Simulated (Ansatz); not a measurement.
## CdPbS$_{2}$: where the heat goes in a short trajectory

These are results of DFT PBEsol, scalar-relativistic, plane waves, PAW (Ansatz 0.2.0), not measurements. The runs took a 420 eV cutoff, a shifted (0.5, 0.5, 0.5 steps) 2×2×2 mesh and Fermi–Dirac smearing (0.16 eV). The mesh is coarse. Spin–orbit coupling is left out, which can shift energies with elements as heavy as these. No spin polarisation.

16 atoms start on the lattice sites below (V = 404.5 Å³, 1.06 times the source cell's; static pressure -6.48 GPa, largest force component 0.07 eV/Å) with velocities drawn for 1800 K; Nosé–Hoover thermostat aiming at the same temperature, at which the real crystal may have melted, fixed cell, 41 steps of 3 fs.

```
CELL_PARAMETERS angstrom
-4.15857 2.40095 -6.75248
4.15857 2.40095 -6.75248
0.00000 -4.80190 -6.75248
ATOMIC_POSITIONS crystal
Cd 0.50000 0.00000 0.50000
Cd 0.00000 0.50000 0.50000
Cd 0.50000 0.50000 0.00000
Cd 0.00000 0.00000 0.00000
Pb 0.00000 0.50000 0.00000
Pb 0.50000 0.00000 0.00000
Pb 0.00000 0.00000 0.50000
Pb 0.50000 0.50000 0.50000
S 0.75872 0.25872 0.75872
S 0.25872 0.75872 0.75872
S 0.75872 0.75872 0.25872
S 0.25872 0.25872 0.25872
S 0.24128 0.74128 0.24128
S 0.74128 0.24128 0.24128
S 0.24128 0.24128 0.74128
S 0.74128 0.74128 0.74128
```

```csv
t (fs),T (K),kinetic energy (meV/atom),potential energy over the first frame (meV/atom),P with the kinetic part (GPa)
0.0,1800,218.1,0.0,-5.50
9.0,1756,212.8,5.3,-5.33
18.0,1640,198.8,19.5,-4.91
27.0,1478,179.0,39.6,-4.30
36.0,1307,158.4,61.2,-3.62
45.0,1169,141.6,79.3,-2.94
54.0,1088,131.8,91.3,-2.31
63.0,1063,128.8,97.3,-1.74
72.0,1069,129.5,100.6,-1.19
81.0,1065,129.0,106.2,-0.60
90.0,1023,124.0,117.3,0.04
99.0,968,117.3,130.9,0.64
108.0,946,114.6,141.0,1.02
117.0,960,116.3,147.4,1.12
```

T counts 3N − 3 degrees of freedom. Means over every step of the second half, not only the rows shown: T = 1009 K, kinetic energy 122.3 meV/atom, potential energy 122.7 meV/atom, P = 0.03 GPa.

Q: Does the potential energy follow equipartition for harmonic vibrations?

A: In a harmonic crystal each vibration holds as much potential as kinetic energy on average, here 122.3 meV/atom. The run has 122.7, a ratio of 1.00. That is near one, as for a crystal vibrating about its sites. So short a run gives a rough mean. T is still well under the temperature that the thermostat aims for. Electronic entropy is part of the potential energy at this smearing.

Q: Split the rise of pressure into the kinetic part and the rest. Can a thermal Grüneisen parameter be estimated?

A: The program counts the kinetic part as N k_B T/V = 0.55 GPa. The pressure lies 6.51 GPa over the static one in all, so the forces add 5.96 GPa. For a harmonic mode with ω ∝ V^(−γ) and an amplitude that scales with the cell, the forces add (2γ − 2/3)U/V, which needs no equipartition; when U equals the kinetic energy K, this and the kinetic part 2K/(3V) sum to the Mie–Grüneisen γE_th/V. With U = N × 122.7 meV, γ = 1/3 + V ΔP_forces/(2U) = 4.17, for harmonic vibrations a mean over the modes weighted by their potential energy, for uniform scaling of the cell (in a layered or otherwise anisotropic crystal this differs from γ under hydrostatic pressure). Most solids fall between 1 and 3, and tetrahedral, framework and layered ones often lower; anharmonic motion and pressure swings in a cell of 16 atoms make this value uncertain by tenths or more. The mean pressure differs by 1.7 GPa between the two halves of this window, worth 1.1 in γ, so slow motion isn't averaged out and the value is a rough guess.

Cost: 1 run of about 5.3 core-minutes (earlier runs that led there not counted), on Intel Xeon 6975P-C (Granite Rapids) (shared hosts).